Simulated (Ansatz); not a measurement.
LuSb:
```xyz
2
Lattice="0.0000 2.9984 2.9984 2.9984 0.0000 2.9984 2.9984 2.9984 0.0000" Properties=species:S:1:pos:R:3 pbc="T T T"
Lu     0.0000     0.0000     0.0000
Sb     2.9984     2.9984     2.9984
```

Relaxed with PBEsol. Special points in fractions of this cell's reciprocal vectors: Γ (0.000, 0.000, 0.000); X (0.500, 0.000, 0.500); U (0.625, 0.250, 0.625); K (0.375, 0.375, 0.750); L (0.500, 0.500, 0.500); W (0.500, 0.250, 0.750).

**Question.** List the band energies nearest the Fermi level at these points for PBEsol with spin–orbit coupling (plane waves, PAW; program Ansatz).

**Answer.** In eV from the Fermi level; about four levels below and three above (degenerate sets whole), none deeper than 8.9 eV; points with the same levels are listed once.

| k | below | above |
|---|---|---|
| Γ | -4.48 -4.48 -4.48 -4.48 -4.48 -4.48 | 0.22 0.22 1.07 1.07 1.07 1.07 |
| X | -0.64 -0.64 -0.61 -0.61 | 1.73 1.73 2.93 2.93 |
| U | -3.20 -3.20 -1.50 -1.50 | 0.83 0.83 3.30 3.30 |
| L | -2.08 -2.08 -1.83 -1.83 | 3.07 3.07 3.30 3.30 |
| W | -2.91 -2.91 -2.66 -2.66 | 2.29 2.29 2.59 2.59 |

Space group Fm-3m (rock salt). The workflow started from a Materials Project entry (that database holds measured and hypothetical structures alike); the Crystallography Open Database copy checked does not list it. Whether it is the stable phase at ambient conditions was not checked. The PBEsol relaxation kept the symmetry of its start; of distortions, only those at the zone centre were tested.

Potentials: the later of the program's two PAW sets.
